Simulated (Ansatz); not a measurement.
# WF: changing the functional

Symmetry: R3m, No. 160, trigonal system. The conventional cell has a = 2.732 Å, b = 2.732 Å, c = 15.209 Å, α = 90.00°, β = 90.00°, γ = 120.00°. Around W (site symmetry 3m) lie 1 F at 1.87 Å. Around F (site symmetry 3m) lie 1 W at 1.87 Å.

The cell comes from a database or a generator and needn't be the stable form of this composition.

Kept alike: task band structure; k mesh 11 × 11 × 11; occupations fermi-dirac, width 0.05 eV; no spin polarisation. Program: Ansatz, Ansatz PAW. Cutoffs run from 420 to 500 eV. The mesh is that of the run's cell of 2 atoms. No spin-orbit coupling.

| functional | pressure (GPa) |
| --- | --- |
| BLYP | 5.86 |
| LDA | -8.98 |
| PBE | 0.54 |
| PBEsol | -4.85 |
| RPBE | 3.86 |
| r2SCAN | -3.48 |
| revPBE | 3.01 |

Pressure is positive in compression, with a Pulay correction for the finite cutoff. For a metal such a mesh leaves the last digits unconverged. All rows use potentials made for PBE.

Task: What does the functional change here?

Result: The pressure runs from -8.98 (LDA) to 5.86 GPa (BLYP). From PBE: BLYP +5.32; LDA -9.52; PBEsol -5.39; RPBE +3.32; r2SCAN -4.02; revPBE +2.47.
